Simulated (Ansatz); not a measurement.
Starting cell, ZrB₂ (AlB2 type, space group P6/mmm):

```
ZrB2
1.0
    3.17143     0.00000     0.00000
   -1.58571     2.74654     0.00000
    0.00000     0.00000     7.08264
Zr B
2 4
Cartesian
  0.00000   0.00000   0.00000
  0.00000   0.00000   3.54132
  0.00000   1.83103   1.77066
  0.00000   1.83103   5.31198
  1.58571   0.91551   1.77066
  1.58571   0.91551   5.31198
```

The atoms are displaced by Q × the pattern below (from a DFPT mode at A = (0.0, 0.0, 0.5), largest move 1; Q in Å), at fixed cell. It is one choice among 2 degenerate patterns. (q is in reciprocal vectors of the primitive cell; the cell shown is doubled to hold the pattern.)

| atom | x | y | z |
|---|---|---|---|
| B3 | 0.000 | 1.000 | 0.000 |
| B4 | 0.000 | -1.000 | 0.000 |
| B5 | 0.000 | 1.000 | 0.000 |
| B6 | 0.000 | -1.000 | 0.000 |

Atoms not listed stay in place.

Calculation: PBE (plane waves to 420 eV, PAW, scalar-relativistic; Ansatz, an electronic-structure program). k mesh 17×17×7 (Γ-centred), Fermi-Dirac smearing 0.05 eV. Energies are smeared free energies. With partly filled bands, energies and forces of such displacements shift with the k mesh and the smearing. ZrB2 is run without spin polarisation. ZrB2 was relaxed with its symmetry unable to fall. The zero of ΔE is the undisplaced structure. The last digit holds for this mesh only.

| Q (Å) | ΔE (meV/cell) |
|---|---|
| -0.180 | 415.1 |
| -0.150 | 288.8 |
| -0.120 | 185.1 |
| -0.090 | 104.2 |
| -0.060 | withheld |
| -0.030 | 11.6 |
| 0.000 | 0.0 |
| 0.030 | 11.6 |
| 0.060 | withheld |
| 0.090 | 104.2 |
| 0.120 | 185.1 |
| 0.150 | 288.8 |
| 0.180 | 415.1 |

Task: Fit an even polynomial form (powers 2, 4) to the given rows and predict ΔE at Q = -0.060.

Result: Least squares on the 11 given rows: ΔE = (12890)·Q² + (-2309)·Q⁴, in meV/cell with Q in Å; root-mean-square residual 0.06 meV/cell. At -0.060 the fit gives 46.4 meV/cell; the calculation gives 46.4 meV/cell, the same to the digits shown. The quadratic term alone would give 46.4 meV/cell.

(A displaced cell: forces are minus the slopes of the energy, force constants its curvatures, and phonons follow from these.)
